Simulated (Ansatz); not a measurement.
A relaxed cell of Bi₂S is given with its symmetry left out. It was relaxed at this level from a Materials Project cell.

Computed with Ansatz 0.2.0, DFT PBE, scalar-relativistic, plane waves, PAW. Cutoff 420 eV, Γ-centred mesh, Gaussian smearing, no spin polarisation.

```
Bi S
1.0
     7.43979    0.00000    0.00000
     0.00000   12.07775    0.00000
    -1.14678    0.00000    4.02754
Bi S
8 4
Cartesian
  0.0668 10.2412 0.0521
  6.7996 4.2023 1.9617
  6.2262 1.8366 3.9754
  -0.5066 7.8754 2.0659
  2.0112 10.5965 2.7795
  3.7084 4.5576 3.2618
  4.2818 1.4812 1.2481
  2.5846 7.5201 0.7657
  2.2859 4.9308 0.6803
  4.5805 10.9697 1.3335
  4.0071 7.1470 3.3472
  1.7125 1.1081 2.6941
```

Energies over the elements count from the elements' standard structures at the same level, with no fitted energy shifts.

Question: Find its symmetry and describe it.

Answer: P2_1/c (No. 14). Conventional cell: a = 7.440 Å, b = 12.078 Å, c = 4.188 Å, β = 105.9°. Bi on its first site has 2 Bi at 3.16 Å, 2 S at 3.28–3.35 Å and 2 Bi at 3.37 Å; Bi on its second site has 1 S at 2.61 Å, 2 S at 2.97 Å and 2 Bi at 3.37 Å; around S lie 1 Bi at 2.61 Å, 2 Bi at 2.97 Å and 2 Bi at 3.28–3.35 Å.

Question: How far does it lie from the elements in energy?

Answer: −0.04 eV/atom. A negative formation energy is needed for stability but isn't enough: competing phases decide.

Question: Is it a metal?

Answer: Yes, bands cross the Fermi level on the 6×4×10 mesh.

The last run used a 6×4×10 mesh (in the run's order of axes) for its 12-atom cell and Gaussian smearing of 0.10 eV. The k mesh leaves some 4 meV/atom of noise in the energy of each metallic cell. These runs have no spin–orbit coupling, which can matter for Bi. The reference form of S is held partly by dispersion forces, which this level lacks. Symmetry constrained the relaxation, so the result can be a saddle point.
